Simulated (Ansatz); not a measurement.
Level of theory: DFT PBE, scalar-relativistic, plane waves, PAW (Ansatz 0.2.0). All cells share a 420 eV cutoff and Γ-centred k meshes spaced at most about 0.3 Å⁻¹ (about 0.25 or finer for metals, 2π included). Collinear spin in cells that started with moments and kept them past the coarse steps, no spin elsewhere.

Each of these unrelaxed guesses is relaxed in cell and atoms within its symmetry. A guess keeps its type if space group and coordination stay and the shape of the cell changes little (axis ratios within about 15 %, angles within 6°); the volume may change.

1. LiSi2C2

```
CELL_PARAMETERS angstrom
2.92033 -2.05470 0.00000
2.92033 2.05470 0.00000
0.00000 0.00000 4.10939
ATOMIC_POSITIONS crystal
Li 0.85825 0.85825 0.52977
Si 0.50000 0.50000 0.27977
Si 0.50000 0.50000 0.72023
C 0.18394 0.81606 0.00000
C 0.81606 0.18394 0.00000
```

2. KLu2Al3

```
CELL_PARAMETERS angstrom
5.66464 0.00000 0.00000
-2.83232 4.90572 0.00000
0.00000 0.00000 4.60195
ATOMIC_POSITIONS crystal
K 0.00000 0.00000 0.00000
Lu 0.33333 0.66667 0.00000
Lu 0.66667 0.33333 0.00000
Al 0.50000 0.00000 0.50000
Al 0.50000 0.50000 0.50000
Al 0.00000 0.50000 0.50000
```

3. TaMnB4 (collinear spin from parallel moments)

```
CELL_PARAMETERS angstrom
3.01094 0.00000 0.00000
-1.50547 2.60755 0.00000
0.00000 0.00000 6.36142
ATOMIC_POSITIONS crystal
Ta 0.00000 0.00000 0.50000
Mn 0.00000 0.00000 0.00000
B 0.33333 0.66667 0.74380
B 0.33333 0.66667 0.25620
B 0.66667 0.33333 0.74380
B 0.66667 0.33333 0.25620
```

Problem. Which guesses survive the relaxation?

Solution. Guesses 2 and 3 keep their type.

```
guess  kept  start group  end group  V start (Å³/atom)  V end  b/a and c/a, end over start  nearest neighbours start  nearest neighbours end
    1    no           Cm         Cm                9.9   13.7                   0.68, 0.80          C 3, Li 10, Si 3         C 1, Li 4, Si 2
    2   yes       P6/mmm     P6/mmm               21.3   27.6                   1.00, 0.97          Al 8, K 18, Lu 6        Al 8, K 18, Lu 6
    3   yes       P6/mmm     P6/mmm                8.3    8.4                   1.00, 0.97         B 3, Mn 12, Ta 12       B 3, Mn 12, Ta 12
```

Neighbours count within 15 % of an atom's shortest distance; end groups are read at 0.02 Å (0.05 Å in metals).

These runs have no spin–orbit coupling, which can matter for Ta. In LiSi2C2 Cm an odd number of electrons in the primitive cell allows no gap without spin; a larger cell or a magnetic state could open one. A magnetic state wasn't ruled out in cells without spin, among them KLu2Al3 P6/mmm. The magnetic state reached may not be the lowest. Cells relaxed within their symmetry can be saddle points.
